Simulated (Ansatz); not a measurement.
Relaxation of a relaxed Ni cell, doubled along one cell vector, shaken by Gaussian noise of σ = 0.08 Å a coordinate; 2 atoms in the cell, which starts as P-1 (No. 2), aP2; a = 2.488 Å, b = 2.488 Å, c = 4.310 Å, α = 73.22°, β = 73.22°, γ = 60.00°. Level of theory: PBE (plane waves to 420 eV, PAW, scalar-relativistic; Ansatz, a program for electronic structure). Γ-centred k-mesh 8×16×16 on the run's cell (coarser than for final values), Fermi–Dirac smearing 0.05 eV. This is the first round of the run. Spin-polarised start, with parallel moments on Ni.

The optimiser's lines from the output (shortened; P is positive under compression):

```
relax step   1: F+E_penalty+E_count = -11679.38495636 eV  Δ(F+E_penalty+E_count) = +0.000e0 eV  max|allowed force component| = 6.725e-1 eV/Å  Δτ_max = 0.0000 Å  P = +1.492 GPa  Ω = 21.784 Å³  (14 SCF iters, dr2 threshold 1.00e-7 eV, accepted)
relax step   2: F+E_penalty+E_count = -11679.42060869 eV  Δ(F+E_penalty+E_count) = -3.565e-2 eV  max|allowed force component| = 4.643e-1 eV/Å  Δτ_max = 0.0285 Å  P = +0.833 GPa  Ω = 21.772 Å³  (8 SCF iters, dr2 threshold 2.00e-7 eV, accepted)
relax step   3: F+E_penalty+E_count = -11679.46224813 eV  Δ(F+E_penalty+E_count) = -4.164e-2 eV  max|allowed force component| = 6.962e-3 eV/Å  Δτ_max = 0.0856 Å  P = -0.015 GPa  Ω = 21.772 Å³  (9 SCF iters, dr2 threshold 2.00e-7 eV, accepted)
relax step   4: F+E_penalty+E_count = -11679.46234529 eV  Δ(F+E_penalty+E_count) = -9.715e-5 eV  max|allowed force component| = 2.392e-4 eV/Å  Δτ_max = 0.0010 Å  P = +0.002 GPa  Ω = 21.770 Å³  (4 SCF iters, dr2 threshold 2.00e-7 eV, accepted)
relax step   5: F+E_penalty+E_count = -11679.46234872 eV  Δ(F+E_penalty+E_count) = -3.434e-6 eV  max|allowed force component| = 7.180e-5 eV/Å  Δτ_max = 0.0000 Å  P = -0.002 GPa  Ω = 21.770 Å³  (5 SCF iters, dr2 threshold 1.55e-8 eV, accepted)
relax step   6: F+E_penalty+E_count = -11679.46234703 eV  Δ(F+E_penalty+E_count) = +1.687e-6 eV  max|allowed force component| = 5.516e-5 eV/Å  Δτ_max = 0.0000 Å  P = -0.004 GPa  Ω = 21.770 Å³  stress off target by 6.88e-3 GPa  SCF on the basis re-selected at this cell (its energy is not comparable with the rows above)  (7 SCF iters)
```

From the first to the last row the energy changes by -0.04 eV/atom and the volume by -0.1 %. The last row is marked as not comparable with the walk above it, whose basis was carried along; it does compare with step 1, since both stand on a basis selected at the nominal cutoff for their own cell.

Later rounds, restarted from the end of this one on a renewed k-mesh, logged 4 more steps and released under 0.01 eV/atom more. The final structure after all rounds: Fm-3m (No. 225), cF4, fcc (Cu type); a = b = c = 3.519 Å, α = β = γ = 90.00°. Spin state reached: ferromagnetic (net 0.63 μB/atom), from parallel starting moments; other spin orders were not run from this start.

The run could not lose the symmetry of its start.
